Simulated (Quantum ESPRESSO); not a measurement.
pw.x input (Quantum ESPRESSO 7.5; LDA, PseudoDojo standard norm-conserving files, scalar-relativistic):

```
&CONTROL
  calculation = 'scf'
  pseudo_dir = './pseudo'
  outdir = './out'
  tprnfor = .true.
  tstress = .true.
/
&SYSTEM
  ibrav = 0
  nat = 2
  ntyp = 2
  ecutwfc = 88.0
  ecutrho = 352.0
  occupations = 'smearing'
  smearing = 'fd'
  degauss = 0.002
  nbnd = 14
/
&ELECTRONS
  conv_thr = 2e-10
/
ATOMIC_SPECIES
Be 9.0122 Be.upf
Se 78.9710 Se.upf
CELL_PARAMETERS angstrom
  0.000000000000   2.540942362000   2.540942362000
  2.540942362000   0.000000000000   2.540942362000
  2.540942362000   2.540942362000   0.000000000000
ATOMIC_POSITIONS crystal
Be   0.000000000000   0.000000000000   0.000000000000
Se   0.750000000000   0.750000000000   0.750000000000
K_POINTS automatic
10 10 10 0 0 0
```

End of the output:

```
     total energy              =    -270.14391434 Ry
     estimated scf accuracy    <       0.00000169 Ry
     total energy              =    -270.14391473 Ry
     estimated scf accuracy    <       0.00000007 Ry
     total energy              =    -270.14391474 Ry
     estimated scf accuracy    <          1.0E-09 Ry
[...]
     the Fermi energy is     9.5879 ev
!    total energy              =    -270.14391474 Ry
     estimated scf accuracy    <          8.7E-11 Ry
     smearing contrib. (-TS)   =      -0.00000000 Ry
     internal energy E=F+TS    =    -270.14391474 Ry
     The total energy is F=E-TS. E is the sum of the following terms:
     one-electron contribution =    -153.74143677 Ry
     hartree contribution      =      76.57235666 Ry
     xc contribution           =     -52.42727241 Ry
     ewald contribution        =    -140.54756222 Ry
     convergence has been achieved in   7 iterations
     Forces acting on atoms (cartesian axes, Ry/au):
     atom    1 type  1   force =     0.00000000    0.00000000    0.00000000
     atom    2 type  2   force =     0.00000000    0.00000000    0.00000000
     Total force =     0.000000     Total SCF correction =     0.000000
     Computing stress (Cartesian axis) and pressure
          total   stress  (Ry/bohr**3)                   (kbar)     P=       -0.10
  -0.00000065   0.00000000   0.00000000           -0.10        0.00        0.00
   0.00000000  -0.00000065   0.00000000            0.00       -0.10        0.00
   0.00000000   0.00000000  -0.00000065            0.00        0.00       -0.10
```
In a gapped system the printed Fermi energy is only some level inside the gap.

Spin-orbit coupling is not included.

Geometry relaxed with LDA.
